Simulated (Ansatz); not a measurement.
CrH12Cl3O6, one structure, two calculations

Cell: a structure deposited in the COD whose atoms were relaxed with PBE, the cell held.

```cif
data_structure
_symmetry_space_group_name_H-M 'P 1'
_symmetry_Int_Tables_number 1
_cell_length_a 7.9642
_cell_length_b 7.9642
_cell_length_c 7.9642
_cell_angle_alpha 98.062
_cell_angle_beta 98.062
_cell_angle_gamma 98.062
_cell_volume 488.59
loop_
_atom_site_label
_atom_site_type_symbol
_atom_site_fract_x
_atom_site_fract_y
_atom_site_fract_z
_atom_site_occupancy
Cr1 Cr 0.00000 0.00000 0.00000 1
Cr2 Cr 0.50000 0.50000 0.50000 1
H3 H 0.29727 0.09236 0.88746 1
H4 H 0.88746 0.29727 0.09236 1
H5 H 0.09236 0.88746 0.29727 1
H6 H 0.61254 0.40764 0.20273 1
H7 H 0.40764 0.20273 0.61254 1
H8 H 0.20273 0.61254 0.40764 1
H9 H 0.70273 0.90764 0.11254 1
H10 H 0.11254 0.70273 0.90764 1
H11 H 0.90764 0.11254 0.70273 1
H12 H 0.38746 0.59236 0.79727 1
H13 H 0.59236 0.79727 0.38746 1
H14 H 0.79727 0.38746 0.59236 1
H15 H 0.22105 0.26468 0.95816 1
H16 H 0.95816 0.22105 0.26468 1
H17 H 0.26468 0.95816 0.22105 1
H18 H 0.54184 0.23532 0.27895 1
H19 H 0.23532 0.27895 0.54184 1
H20 H 0.27895 0.54184 0.23532 1
H21 H 0.77895 0.73532 0.04184 1
H22 H 0.04184 0.77895 0.73532 1
H23 H 0.73532 0.04184 0.77895 1
H24 H 0.45816 0.76468 0.72105 1
H25 H 0.76468 0.72105 0.45816 1
H26 H 0.72105 0.45816 0.76468 1
Cl27 Cl 0.52320 0.97680 0.25000 1
Cl28 Cl 0.25000 0.52320 0.97680 1
Cl29 Cl 0.97680 0.25000 0.52320 1
Cl30 Cl 0.47680 0.02320 0.75000 1
Cl31 Cl 0.75000 0.47680 0.02320 1
Cl32 Cl 0.02320 0.75000 0.47680 1
O33 O 0.20971 0.13721 0.95260 1
O34 O 0.95260 0.20971 0.13721 1
O35 O 0.13721 0.95260 0.20971 1
O36 O 0.54740 0.36279 0.29029 1
O37 O 0.36279 0.29029 0.54740 1
O38 O 0.29029 0.54740 0.36279 1
O39 O 0.79029 0.86279 0.04740 1
O40 O 0.04740 0.79029 0.86279 1
O41 O 0.86279 0.04740 0.79029 1
O42 O 0.45260 0.63721 0.70971 1
O43 O 0.63721 0.70971 0.45260 1
O44 O 0.70971 0.45260 0.63721 1
```

Atoms are numbered from 1 in the order listed; like atoms form one site, named after its first atom.

First run. The numbers come from a DFT calculation in Ansatz (PBE, plane waves and PAW, scalar-relativistic, collinear spin, 420 eV cutoff, Γ-centred 3×3×3 k-points, Fermi–Dirac smearing 0.02 eV). Start moments as typed (μB): 3 on each Cr, none on the rest.

| site | atom | V_zz (10²¹ V/m²) | η | m (μB) |
| --- | --- | --- | --- | --- |
| Cr | 1 | -0.74 | 0.00 | 2.38 |
| H3 | 3 | 2.96 | 0.16 | 0.00 |
| H15 | 15 | 2.98 | 0.16 | 0.00 |
| Cl | 27 | -5.20 | 0.61 | 0.00 |
| O | 33 | -14.74 | 0.43 | 0.00 |

Second run. The same atoms and settings, except that the start moments (μB) are 3 -3 0 0 0 0 0 0 0 0 0 0 0 0 0 0 0 0 0 0 0 0 0 0 0 0 0 0 0 0 0 0 0 0 0 0 0 0 0 0 0 0 0 0 by atom.

Task: Given the first result, estimate the second.

Result: 

```json
{"site": "Cr", "atom": "1", "V_zz": "-0.74", "η": "0.00", "change of V_zz": "0.00", "m (μB)": "2.38"}
{"site": "H3", "atom": "3", "V_zz": "2.96", "η": "0.16", "change of V_zz": "0.00", "m (μB)": "0.00"}
{"site": "H15", "atom": "15", "V_zz": "2.98", "η": "0.16", "change of V_zz": "0.00", "m (μB)": "0.00"}
{"site": "Cl", "atom": "27", "V_zz": "-5.20", "η": "0.61", "change of V_zz": "0.00", "m (μB)": "0.00"}
{"site": "O", "atom": "33", "V_zz": "-14.74", "η": "0.43", "change of V_zz": "0.00", "m (μB)": "0.00"}
```

No V_zz moves by more than 0.01.

The lattice is static: at room temperature water may turn and average the couplings of its hydrogen. The magnetic order is the one that the run reached from its start moments, not necessarily the measured one.
For the first run: All moments are parallel here, as the start or the cell imposes; many such compounds order antiparallel, where fields and spin densities carried over to other atoms largely cancel.
